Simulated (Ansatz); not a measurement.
NiP in space group Pbca (No. 61; Ni on 8c, P on 8c) at seven volumes, the program Ansatz at the r²SCAN level (PAW), shape and atoms relaxed at each. One row is withheld.

```csv
V (Å³/atom),P (GPa)
11.374,19.22
11.749,11.64
12.124,5.33
12.499,0.00
12.874,?
13.249,-8.21
13.624,-11.28
```

Task: Fit the shown pressures and predict the withheld one.

Result: Third-order Birch–Murnaghan: P = (3/2)B₀(x^(7/2) − x^(5/2))[1 + (3/4)(B′ − 4)(x − 1)] with x = (V₀/V)^(2/3). Least squares on the six rows gives V₀ = 12.499 Å³/atom, B₀ = 161.8 GPa, B′ = 4.88. At V = 12.874, x = 0.9805 and P = -4.45 GPa. The run itself gave -4.50 GPa.

The workflow started from a Materials Project entry (that database holds measured and hypothetical structures alike); the Crystallography Open Database files this formula in space group No. 61, but the cells were not matched. Its standing as an ambient phase is unchecked. The r²SCAN relaxation kept the symmetry of its start; whether a distortion lowers the energy is not shown. No spin polarisation was allowed.

Potentials: the later of the program's two PAW sets.
